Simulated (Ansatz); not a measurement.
Problem. TaS$_{2}$ (CdI2 type, space group No. 164) is relaxed with DFT-PBE+D3(BJ) in the program Ansatz with PAW potentials. What lattice parameters of the conventional cell result?

Solution. a = 3.327 Å, c = 5.783 Å.

Problem. Give the free coordinates with the occupied sites.

Solution. In one choice of origin and axes:

```csv
atom,site,symmetry,x,y,z
Ta,1a,-3m.,0.0000,0.0000,0.0000
S,2d,3m.,0.3333,0.6667,0.2673
```

Problem. Is it a metal or does it have a gap at this level?

Solution. No gap at this level.

Space group P-3m1 (CdI2 type). This is a known high-temperature phase of the composition, computed here at zero pressure and temperature. The PBE+D3(BJ) relaxation kept the symmetry of its start; its stability against distortions is not shown here. No spin polarisation was allowed. With an odd number of electrons in the cell and no spin polarisation, the count alone makes it a metal. Spin–orbit coupling is left out wherever it is not named.

Potentials: the later of the program's two PAW sets.
